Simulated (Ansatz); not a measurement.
NbZn3, DFT, PBEsol, all-electron PAW with datasets made for the crystal, scalar-relativistic (Ansatz 0.2.0), run on 1 thread of Arm Neoverse V1 on a shared host.

The geometry is COD entry 2310977, unchecked; take it as a test cell. The listed cell was then made from it by scaling, straining or moving an atom.

Command: `ansatz run input.yaml --threads 1 --pin off --max-ram 4096MiB --backend cpu --events-out ev --progress --plain --runs-dir out`

```yaml
crystal:
  lattice:
    - [3.934, -0.03934, -0.03934]
    - [-0.03934, 3.934, -0.03934]
    - [-0.03934, -0.03934, 3.934]
  atoms:
    - { symbol: Nb, position: [0.0, 0.0, 0.0] }
    - { symbol: Zn, position: [0.0, 0.5, 0.5] }
    - { symbol: Zn, position: [0.5, 0.0, 0.5] }
    - { symbol: Zn, position: [0.5, 0.5, 0.0] }
kpoints:
  mp_grid: { grid: [10, 10, 10] }
scf:
  occupations: { method: fermi_dirac, width: 0.05 }
hamiltonian:
  xc: pbesol
  pseudopotentials: { kind: all_electron, datasets: crystal }
output:
  forces: true
  stress: true
  eigenvalues: true
  efg: { contact_densities: true }
```

Question: How large is the problem that the program sets up?

Answer: 116 irreducible k-points, 587 plane waves at Γ, 30 bands.

Question: Estimate the wall time and the peak memory.

Answer: 48 s of wall time for 11 SCF iterations, with a peak of 0.83 GiB. Times on shared machines scatter by tens of per cent.

Question: And the same cell and mesh by PAW (frozen-core files), asked for forces, stress, eigenvalues, efg, on the same hardware?

Answer: 21 s, peak memory 0.49 GiB.
